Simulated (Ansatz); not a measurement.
An Ansatz (an electronic-structure program) run. Input:

Ansatz 0.2 input:
```yaml
crystal:
  lattice:
    - [3.5217268972, 0.0, 0.0]
    - [-1.7608634486, 3.0499049581, 0.0]
    - [0.0, 0.0, 8.6149023812]
  atoms:
    - { symbol: Hg, position: [0.7537672314, 0.7537672314, 0.0] }
    - { symbol: Hg, position: [0.2462327686, 0.0, 0.6666666667] }
    - { symbol: Hg, position: [0.0, 0.2462327686, 0.3333333333] }
    - { symbol: O, position: [0.4654048417, 0.4654048417, 0.5] }
    - { symbol: O, position: [0.5345951583, 0.0, 0.1666666667] }
    - { symbol: O, position: [0.0, 0.5345951583, 0.8333333333] }
kpoints:
  mp_grid: { grid: [9, 9, 4] }
basis: { xc_grid: 2 }
hamiltonian:
  xc: lda
  pseudopotentials: { kind: paw }
scf:
  occupations: { method: fixed }
checkpoint: { read: static.run }
output: { write_density: true, elf: true, volumetric_format: npy }
```

Output (shortened):

```
Pseudopotential: Hg, paw, valence charge 20
Pseudopotential: O, paw, valence charge 6
Functional definition: SPW92
Crystal: 6 atoms, lattice volume = 92.532 Å³
Basis set: ecut = 420 eV, 1811 PW (Γ), exchange–correlation on 48×48×120 points (8 copies of the dense FFT grid, shifted against one another)
Bands: 47, of which v1, the nominal top of the filled ones, is band 39 counted from 1 (38 counted from 0)
Symmetry: 6 space group operations
Space group: P3221 (ITA 154), of the structure as read, at distance tolerance 4.5e-5 Å
k-points: 43 of 324 (time reversal used)
Stability of the state it starts from, as read at its close in the unpolarized treatment …
iter 1 solved again at ethr=1.27e-7 eV; its pass at ethr=3.10e-3 eV (dr2=9.89e-5 eV) is discarded
SCF iter   1: F=—  HF=-42227.423040 eV  |F-HF|=—  |Δ(HF+E_count)|=         —  Δρ=1.03e-6  dr2=8.16e-10  ethr=1.27e-7  ⟨swp⟩=3.0  Hψ=10984  notcnv=0  defer=256
preconditioner: auto → Resta (q_TF=auto, 2.652 Å⁻¹)
SCF iter   2: F=-42227.423040 eV  HF=-42227.423040 eV  |F-HF|=6.84e-10  |Δ(HF+E_count)|=   3.40e-8  Δρ=1.04e-6  dr2=7.81e-10  ethr=1.05e-12  ⟨swp⟩=9.9  Hψ=9477  notcnv=0
SCF 1 converged in 2 iterations: F = -42227.423040 eV  dr2 = 7.81e-10
SCF converged after 2 iterations
Free energy (F): -42227.423040 eV
Harris-Foulkes:  -42227.423040 eV  (|F-HF|=6.84e-10)
Internal energy: -42227.423040 eV  (E = F + TS)
E sigma→0 (E₀):  -42227.423040 eV
Fermi energy:    11.230096 eV
--- Per-component energies (eV) ---
  E_band       = -1232.759388
  E_kinetic    = 2328.152993
  E_local      = -8678.680213  (includes V_loc(G=0)·N_el)
  E_nonlocal   = 394.559479
  E_hartree    = 3616.478964
  E_xc         = -871.211583
  E_vxc        = -1061.573948  (∫ρ·V_xc dr)
  E_paw        = -29404.204606  (= ΣΔE_a)
  E_vpaw       = -1448.185016  (= ΣTr[D̂ρ^β])
  E_aug_tail   = 0.010041  (compensation charges beyond the density's cutoff)
  E_ewald      = -9614.547157
  E_core_change = 2.019043  (= ΣΔE_core)
  E_smearing   =  0.000000  (= −TS)
  E_closure    = 0.000000  (closes the sum)
  Σ components = -42227.423040   (vs F -42227.423040, Δ=0.00e0)
  [band-id]    e_kinetic+e_local+e_nonlocal+2·e_hartree+e_vxc+e_vpaw+e_augmentation_tail = -1232.758738   (vs E_band -1232.759388, Δ=6.50e-4)
--- Band table (eV; the first three rows and the last of 43) ---
  k-point 0: bands = ["-102.3644", "-102.3641", "-102.3641", "-50.8452", "-50.8452", "-50.8329", "-50.6256", "-50.6236", "-50.6236", "-50.5748", "-50.5748", "-50.5711", "-6.6503", "-5.8644", "-5.8644", "3.8823", "3.8823", "4.4523", "4.5790", "4.5790", …
  k-point 1: bands = ["-102.3644", "-102.3642", "-102.3641", "-50.8482", "-50.8411", "-50.8340", "-50.6254", "-50.6243", "-50.6231", "-50.5757", "-50.5736", "-50.5714", "-6.5871", "-6.1478", "-5.6390", "3.3758", "4.3390", "4.4069", "4.6846", "4.7927", …
  k-point 2: bands = ["-102.3643", "-102.3643", "-102.3640", "-50.8493", "-50.8370", "-50.8370", "-50.6249", "-50.6249", "-50.6230", "-50.5760", "-50.5724", "-50.5724", "-6.4083", "-6.4083", "-5.5519", "3.1874", "4.3531", "4.3531", "4.9625", "5.2321", …
  k-point 42: bands = ["-102.3642", "-102.3642", "-102.3639", "-50.8510", "-50.8393", "-50.8393", "-50.6302", "-50.6302", "-50.6284", "-50.5774", "-50.5755", "-50.5755", "-6.0706", "-6.0706", "-5.5567", "3.5651", "4.4092", "4.4092", "5.0726", "5.1431", …
```

Cost: about 9 core-seconds (a rough figure) on shared cores.

Space group P3_221. The workflow started from a Materials Project entry (that database holds measured and hypothetical structures alike); the Crystallography Open Database copy checked does not list it. COD files the formula under space group No. 44, 62, so this cell is another polymorph or a model. Whether it is the stable phase at ambient conditions was not checked. The cell was relaxed with LDA under the symmetry of its start; whether a distortion lowers the energy is not shown. A crystal of weakly bound chains computed without a dispersion correction: the cell and the soft elastic constants depend strongly on that. Scalar-relativistic: spin–orbit coupling is off unless named, which matters more the heavier the elements.

Potentials: the later of the program's two PAW sets.

Ansatz is a plane-wave DFT program.
